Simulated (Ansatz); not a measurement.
## What DFT gives for NaSi2I2

```
Si Na I
1.0
     0.00000    4.81140    0.00000
     4.81140    0.00000    0.00000
     2.40570    2.40570   -5.95470
Si Na I
2 1 2
Cartesian
  2.4057 2.4057 -1.3815
  4.8114 4.8114 -4.5732
  0.0000 0.0000 0.0000
  2.4057 4.8114 -2.9774
  4.8114 2.4057 -2.9774
```

The numbers come from plane-wave PAW DFT (Ansatz): r2SCAN, no spin polarisation, 500 eV, 6×6×6 Γ-centred k points, cold occupations (width 0.0501 eV). Nothing was relaxed.

(1) What does the stress say?

(2) What is the formation energy?

(3) Is there a gap?

(4) Where is the largest force?

(5) Give the Bader charges.

Origin: a known structure type with other elements, at an estimated volume, so it need not be a known compound. Caveats: odd electron count without spin polarisation, so a magnetic state may lie lower.

Answers

(1) The pressure is 5.3 GPa (compression positive), so with the atoms held at these fractions the cell would first expand; the forces are large, so a full relaxation may end otherwise. The principal stresses -1.9, 8.9, 8.9 GPa differ, so its shape would change too.

(2) 0.73 eV an atom against the elements' usual phases (free molecules for gases, crystals otherwise, with no correction for O₂ or N₂), so at this geometry it isn't bound against them. Relaxing would lower it.

(3) It is a metal, with about 3.7 states/eV a cell as the mean within 0.25 eV of the Fermi level, mostly Si p (58 %) and I p (24 %).

(4) The largest is on Si1 (and as large on other atoms): 1.47 eV/Å, components (0.00, 0.00, 1.47). It makes 0° with the line to a nearest neighbour, Si2 at 2.76 Å, pointing towards it.

(5) Bader charges in e: Na +0.82, Si +0.07, I -0.48. In the mean Na gives up most and I takes most.
